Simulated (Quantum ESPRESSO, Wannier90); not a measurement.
# Tight-binding from DFT: LiTaF6 (R-3)

```xyz
8
Lattice="-2.5847 4.4768 0.0000 -5.1693 0.0000 0.0000 -2.5847 1.4923 4.5260" Properties=species:S:1:pos:R:3 pbc="T T T"
Li    -5.1693     2.9845     2.2630
Ta     0.0000     0.0000     0.0000
F      0.9936    -1.2043     1.1042
F     -0.9936     1.2043    -1.1042
F     -1.5397    -0.2583     1.1042
F      1.5397     0.2583    -1.1042
F      0.5461     1.4626     1.1042
F     -0.5461    -1.4626    -1.1042
```

Cell from Materials Project (mp-1080679), symmetrised, no further relaxation. Not found in the COD (Crystallography Open Database) copy used; not checked further. Method: PBEsol plane waves in Quantum ESPRESSO 7.5 (PseudoDojo norm-conserving files, 68 Ry, no spin polarisation, no spin-orbit coupling), Bloch states on a 4×4×4 mesh through Γ, Wannier90 4.0.1. Density: 8×8×8 mesh, cold smearing 0.01 Ry. Spin-orbit coupling is left out although heavy elements are present.

A tight-binding model is made by disentanglement and projection with no localisation steps (num_iter = 0), so the 23 orbitals stay atom-like: hydrogen-like Ta: d; F: p, axes along x, y, z; frozen window up to 7.96 eV relative to the valence-band maximum. It follows pw.x to 0.2 meV rms for states up to 7.5 eV relative to the valence-band maximum. Matrix elements depend on this choice of orbitals and windows.

Task: What are the on-site energies relative to the valence-band maximum, and how fast do the hoppings decay?

Result: 
```
atom    orbitals  energy (eV)
----  ----------  -----------
Ta2          dz2         5.20
Ta2      dxz dyz         7.79
Ta2   dx2-y2 dxy         6.49
F3            pz        -0.96
F3            px        -1.02
F3            py        -0.88
F4            pz        -0.96
F4            px        -1.02
F4            py        -0.88
F5            pz        -0.96
F5            px        -1.08
F5            py        -0.82
F6            pz        -0.96
F6            px        -1.08
F6            py        -0.82
F7            pz        -0.96
F7            px        -0.75
F7            py        -1.16
F8            pz        -0.96
F8            px        -0.75
F8            py        -1.16
```

```csv
distance of the centres (Å),largest modulus (eV)
1–2,2.3
2–3,0.35
3–4,0.13
4–5,0.049
5–6,0.016
6–7,0.0068
7–8,0.0031
```
